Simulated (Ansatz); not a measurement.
**Sb: energy along a strain**

Sb, P6_3/mmc, a = 3.369 Å, c = 5.330 Å (as given, not relaxed at this level: 2.3 GPa). This isn't the element's structure at ambient conditions. Ansatz: r2SCAN, PAW, 500 eV, Γ-centred 18×18×10 mesh on 2 atoms, Gaussian smearing 0.15 eV; no spin polarisation. Cell vectors (Å): 3.369 0.000 0.000; -1.685 2.918 0.000; 0.000 0.000 5.330. The cell is strained by x per cent times the pattern (1 -1 0 0 0 0) in the order xx yy zz yz xz xy (engineering shears), with fractional coordinates held. y is the free energy over the start, V0 = 26.196 Å³/atom.

```tsv
x (%)	y (meV/atom)
-6.00	4.20
-4.50	0.85
-3.00	-1.16
-1.50	-0.92
0.00	0.00
1.50	-1.17
3.00	-4.95
4.50	-9.51
5.25	-11.91
6.00	?
```

Task: Fit y = c1 x + c2 x² + c3 x³ to the other rows, get the stiffness along the pattern, and predict the missing energy.

Result: Least squares on the rows shown. y = −0.1557 x − 0.1961 x² − 0.04605 x³. The clamped-ion stiffness p·C·p = 2 × -1.961 eV × 160.2 / 26.196 Å³ = -24 GPa (second derivative at the start, which stands under stress). With a term in x⁴ added, the coefficient of x² becomes -0.3423, 75 % more, which shows how far this figure hangs on the form. At x = 6.00 the fit asked for gives -17.94 meV/atom. The run gave -14.41 meV/atom, so the fit is 3.53 meV/atom too low, 19 % of the span of the series, against an rms of 0.85 meV/atom on the fitted rows. The row lies outside the fitted range. With a term in x⁴ added, a fit to the same known rows predicts -14.76 meV/atom, so most of the miss is curvature that the known rows already hold.